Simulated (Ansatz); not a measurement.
CrO$_{2}$ (rutile)

```xyz
6
Lattice="4.4446 0.0000 0.0000 0.0000 4.4446 0.0000 0.0000 0.0000 2.9209" Properties=species:S:1:pos:R:3 pbc="T T T"
Cr     0.0000     0.0000     0.0000
Cr     2.2223     2.2223     1.4604
O      1.3493     1.3493     0.0000
O      3.5715     0.8730     1.4604
O      0.8730     3.5715     1.4604
O      3.0953     3.0953     0.0000
```

The slice is a (010) plane (indices of the conventional cell) through the point (0.000, 0.000, 0.000) (fractional), spanned by u = [001] and v = [100] in vectors of this cell: u (2.92 Å) and v (4.44 Å, at 90° to u). It covers one period; positions are fractions (u, v).

Level of theory: PBE (plane waves to 420 eV, PAW, scalar-relativistic; Ansatz, a quantum-chemistry and plane-wave program). k mesh 11×11×16. Inside the PAW spheres the values are not all-electron values, and peaks at nuclei hang on which shells count as valence. CrO2 is run spin-polarised and with no Hubbard U. CrO2 was relaxed with its symmetry unable to fall. Relaxed CrO2 ends ferromagnetic. The magnetic order is the one the run started from; other orders were not tried.

Three fields on this plane, each scaled to ten steps between its own extremes (0 low, 9 high; the total valence density on a logarithmic scale, the potential cut 8 eV below its top; x marks points blanked near nuclei; v = 0 in the bottom row):

Map A
```
|xxxxx000333000xxxx|
|xxxxx001333100xxxx|
|xxxx00023332000xxx|
|xxx0001244421000xx|
|x00001245554210000|
|000013455555431000|
|012345666666654321|
|445567777777776554|
|667788888888888776|
|888889999999998888|
|999999999999999999|
|999999999999999999|
|999999999999999999|
|999999999999999999|
|999999999999999999|
|999999999999999999|
|999999999999999999|
|888889999999998888|
|667788888888888776|
|445567777777776554|
|012345666666654321|
|000013455555431000|
|x00001245554210000|
|xxx0001244421000xx|
|xxxx00023332000xxx|
|xxxxx001333100xxxx|
|xxxxx000333000xxxx|
|xxxxx000333000xxxx|
```

Map B
```
|xxxxx976666679xxxx|
|xxxxx876666678xxxx|
|xxxx98777777789xxx|
|xxx9877777777789xx|
|x98776777877767789|
|766666677777666666|
|555555667776655555|
|444444566666544444|
|333334455555443333|
|222222334443322222|
|111111222222211111|
|111000111111100011|
|000000000000000000|
|000000000000000000|
|000000000000000000|
|111000111111100011|
|111111222222211111|
|222222334443322222|
|333334455555443333|
|444444566666544444|
|555555667776655555|
|766666677777666666|
|x98776777877767789|
|xxx9877777777789xx|
|xxxx98777777789xxx|
|xxxxx876666678xxxx|
|xxxxx976666679xxxx|
|xxxxx976656679xxxx|
```

Map C
```
|xxxxx831000138xxxx|
|xxxxx521000125xxxx|
|xxxx63100000136xxx|
|xxx5321000001235xx|
|x74321000000012347|
|332210000000001223|
|211100000000000111|
|110000000000000001|
|000000000000000000|
|000000000000000000|
|000000000000000000|
|000000000000000000|
|000000000000000000|
|000000000000000000|
|000000000000000000|
|000000000000000000|
|000000000000000000|
|000000000000000000|
|000000000000000000|
|110000000000000001|
|211100000000000111|
|332210000000001223|
|x74321000000012347|
|xxx5321000001235xx|
|xxxx63100000136xxx|
|xxxxx521000125xxxx|
|xxxxx831000138xxxx|
|xxxxx931000139xxxx|
```

Q: Assign the maps to these fields: valence electron density; spin density, up minus down; electrostatic potential energy of an electron, from the cell's mean.

A: A is the electrostatic potential energy of an electron, from the cell's mean; B is the valence electron density; C is the spin density, up minus down.
